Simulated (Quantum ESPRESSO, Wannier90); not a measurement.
**Wannierisation of Al2Ru (I4/mmm)**

Cell from Materials Project (mp-1009834), symmetrised, no further relaxation. Not found in the COD (Crystallography Open Database) copy used; not checked further. Level: LDA, no spin polarisation, no spin-orbit coupling; pw.x of Quantum ESPRESSO at 71 Ry with PseudoDojo potentials, 8×8×8 k-points, Wannier90. Density: 14×14×14 mesh, Gaussian smearing 0.01 Ry.

On the energy scale of pw.x, whose zero is arbitrary, the Fermi level lies at 13.87 eV.

Input w.win:

```
num_bands = 3
num_wann = 3
exclude_bands = 1,5-31
num_iter = 1000
conv_tol = 1.0e-6
conv_window = 4
write_hr = true
write_u_matrices = true
auto_projections = true
begin unit_cell_cart
ang
    0.0000000000   -3.1208400000    0.0000000000
    3.1208400000    0.0000000000    0.0000000000
   -1.5604200000    1.5604200000    4.2218050000
end unit_cell_cart
begin atoms_frac
Al  -0.3408000000 -0.3408000000  0.3184000000
Al   0.3408000000  0.3408000000 -0.3184000000
Ru   0.0000000000  0.0000000000  0.0000000000
end atoms_frac
mp_grid = 8 8 8
begin kpoints
0.0000000000 0.0000000000 0.0000000000
0.0000000000 0.0000000000 0.1250000000
0.0000000000 0.0000000000 0.2500000000
... (509 more lines: the 8x8x8 mesh through Gamma)
end kpoints
```

Input of pw2wannier90.x that gives the overlap and projection files (equivalent; here they were cut from one run over all bands):

```
&inputpp
  outdir = './out'
  prefix = 'pwscf'
  seedname = 'w'
  write_amn = .true.
  write_mmn = .true.
  atom_proj = .true.
  atom_proj_exclude = 1 2 3 4 5 6 7 8 9 13 14 15 16 17 18
/
```

Output w.wout (banner and timings cut):

```
                                    ------
                                    SYSTEM
                                    ------

                              Lattice Vectors (Ang)
                    a_1     0.000000  -3.120840   0.000000
                    a_2     3.120840   0.000000   0.000000
                    a_3    -1.560420   1.560420   4.221805

                   Unit Cell Volume:      41.11887  (Ang^3)

                        Reciprocal-Space Vectors (Ang^-1)
                    b_1     0.000000  -2.013299   0.744135
                    b_2     2.013299   0.000000   0.744135
                    b_3    -0.000000   0.000000   1.488270

 *----------------------------------------------------------------------------*
 |   Site       Fractional Coordinate          Cartesian Coordinate (Ang)     |
 +----------------------------------------------------------------------------+
 | al   1  -0.34080  -0.34080   0.31840   |   -1.56042   1.56042   1.34422    |
 | al   2   0.34080   0.34080  -0.31840   |    1.56042  -1.56042  -1.34422    |
 | ru   1   0.00000   0.00000   0.00000   |    0.00000   0.00000   0.00000    |
 *----------------------------------------------------------------------------*
                                ------------
                                K-POINT GRID
                                ------------

             Grid size =  8 x  8 x  8      Total points =  512

 *---------------------------------- MAIN ------------------------------------*
 |  Number of Wannier Functions               :                 3             |
 |  Number of Objective Wannier Functions     :                 3             |
 |  Number of input Bloch states              :                 3             |
 |  Output verbosity (1=low, 5=high)          :                 1             |
 |  Timing Level (1=low, 5=high)              :                 1             |
 |  Optimisation (0=memory, 3=speed)          :                 3             |
 |  Length Unit                               :               Ang             |
 |  Post-processing setup (write *.nnkp)      :                 F             |
 |  Using Gamma-only branch of algorithms     :                 F             |
 *----------------------------------------------------------------------------*
 *------------------------------- WANNIERISE ---------------------------------*
 |  Total number of iterations                :              1000             |
 |  Number of CG steps before reset           :                 5             |
 |  Trial step length for line search         :             2.000             |
 |  Convergence tolerence                     :         0.100E-05             |
 |  Convergence window                        :                 4             |
 |  Iterations between writing output         :                 1             |
 |  Iterations between backing up to disk     :               100             |
 |  Write r^2_nm to file                      :                 F             |
 |  Write xyz WF centres to file              :                 F             |
 |  Write on-site energies <0n|H|0n> to file  :                 F             |
 |  Use guiding centre to control phases      :                 F             |
 |  Use phases for initial projections        :                 F             |
 *----------------------------------------------------------------------------*
 *-------------------------------- PLOTTING ----------------------------------*
 |  Plotting Hamiltonian in WF basis          :                 T             |
 *----------------------------------------------------------------------------*

       ... (k-mesh section left out)

 Starting a new Wannier90 calculation ...

 Reading overlaps from w.mmn

 Reading projections from w.amn

 *------------------------------- WANNIERISE ---------------------------------*
 +--------------------------------------------------------------------+<-- CONV
 | Iter  Delta Spread     RMS Gradient      Spread (Ang^2)            |<-- CONV
 +--------------------------------------------------------------------+<-- CONV

 ------------------------------------------------------------------------------
 Initial State
  WF centre and spread    1  (  0.000000, -0.000000, -0.000000 )     0.41294290
  WF centre and spread    2  (  0.000000, -0.000000,  0.000000 )     0.41277155
  WF centre and spread    3  ( -0.000000,  0.000000, -0.000000 )     0.41277155
  Sum of centres and spreads (  0.000000, -0.000000, -0.000000 )     1.23848599

      0     0.124E+01     0.0000000000        1.2384859923  <-- CONV
        O_D=      0.0000000 O_OD=      0.0002371 O_TOT=      1.2384860 <-- SPRD
 ------------------------------------------------------------------------------
      1    -0.200E-14     0.0000004549        1.2384859923  <-- CONV
        O_D=      0.0000000 O_OD=      0.0002371 O_TOT=      1.2384860 <-- SPRD
      2    -0.377E-14     0.0000004540        1.2384859923  <-- CONV
        O_D=      0.0000000 O_OD=      0.0002371 O_TOT=      1.2384860 <-- SPRD
      3    -0.577E-14     0.0000004522        1.2384859923  <-- CONV
        O_D=      0.0000000 O_OD=      0.0002371 O_TOT=      1.2384860 <-- SPRD
      4    -0.755E-14     0.0000004495        1.2384859923  <-- CONV
        O_D=      0.0000000 O_OD=      0.0002371 O_TOT=      1.2384860 <-- SPRD
             <<<     Delta < 1.000E-06  over  4 iterations     >>>
             <<< Wannierisation convergence criteria satisfied >>>
 Final State
  WF centre and spread    1  (  0.000000, -0.000000, -0.000000 )     0.41294290
  WF centre and spread    2  (  0.000000, -0.000000,  0.000000 )     0.41277155
  WF centre and spread    3  ( -0.000000,  0.000000, -0.000000 )     0.41277155
  Sum of centres and spreads (  0.000000, -0.000000, -0.000000 )     1.23848599

         Spreads (Ang^2)       Omega I      =     1.238248929
        ================       Omega D      =     0.000000000
                               Omega OD     =     0.000237064
    Final Spread (Ang^2)       Omega Total  =     1.238485992
```
